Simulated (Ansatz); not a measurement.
Straining Ti2Ag

The calculation used DFT PBEsol, scalar-relativistic, plane waves, PAW (Ansatz). Run with 420 eV cutoff, 12×12×4 k-mesh, Gaussian smearing of 0.10 eV, no spin polarisation.

The relaxed crystal:

```
CELL_PARAMETERS angstrom
2.89662 0.00000 0.00000
0.00000 2.89662 0.00000
0.00000 0.00000 11.86593
ATOMIC_POSITIONS crystal
Ti 0.00000 0.00000 0.32843
Ti 0.50000 0.50000 0.17157
Ti 0.50000 0.50000 0.82843
Ti 0.00000 0.00000 0.67157
Ag 0.00000 0.00000 0.00000
Ag 0.50000 0.50000 0.50000
```

Deformation: biaxial strain in the a-b plane, with the length and tilt of c and the atoms relaxed, all within the symmetry that the strain leaves. Energies are extrapolated to zero smearing. On this cell's mesh the reference holds a stress of up to 0.14 GPa.

```tsv
strain (%)	ΔE (meV/atom)	a (Å)	b (Å)	c (Å)
-3.0	10.0	2.810	2.810	12.381
-1.5	2.3	2.853	2.853	12.130
+0.0	0.0	2.897	2.897	11.866
+1.5	2.0	2.940	2.940	11.607
+3.0	6.6	2.984	2.984	11.339
```

Problem. What stiffness (1/V) d²E/dε² at zero strain does a cubic fit over all points give?

Solution. A cubic fit gives (1/V) d²E/dε² = 176 GPa at zero strain (twice the biaxial modulus).

Problem. How does the free axis c answer a small strain?

Solution. Between the innermost points its strain is -1.47 times the applied one.